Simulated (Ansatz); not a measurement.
Al2Ru, in the lowest among the structures calculated here: Fddd, origin choice 1 (No. 70), oF24; a = 4.701 Å, b = 7.976 Å, c = 8.770 Å, α = β = γ = 90.00°; Al 16f (0.000, 0.171, 0.000); Ru 8b (0.500, 0.500, 0.500). These are PBEsol (plane waves to 420 eV, PAW, scalar-relativistic; Ansatz, an electronic-structure program) values and carry that method's errors. Element references, the lowest calculated here: Ru (P6₃/mmc), Al (Fm-3m).

Question: Predict the formation energy of this Fddd form of Al2Ru from the elements from PBEsol.

Answer: -0.69 eV/atom.

Question: Is it stable against the other phases calculated?

Answer: Yes: the most favourable decomposition, Al2Ru → 0.5 Al + 0.5 Al3Ru2 (Al3Ru2 I4/mmm, Al Fm-3m), costs 0.13 eV/atom.

Question: Over what range of chemical potentials is Al2Ru stable among the phases calculated here? Give the corners of its window as Δμ = μ − μ(element).

Answer: 
| in equilibrium with | Δμ(Al) (eV) | Δμ(Ru) (eV) |
|---|---|---|
| Al | 0.00 | -2.06 |
| Al3Ru2 | -0.76 | -0.54 |

At every corner Σ nΔμ equals the formation energy, about -2.1 eV per formula unit; the corners carry the error of several atoms' energies, a few 0.01 eV.

Hull of the energies calculated here, no anion corrections, zero temperature, no zero-point energy; an uncalculated phase could lie lower. Values are rounded to 0.01 eV/atom. The compounds carry no spin polarisation.
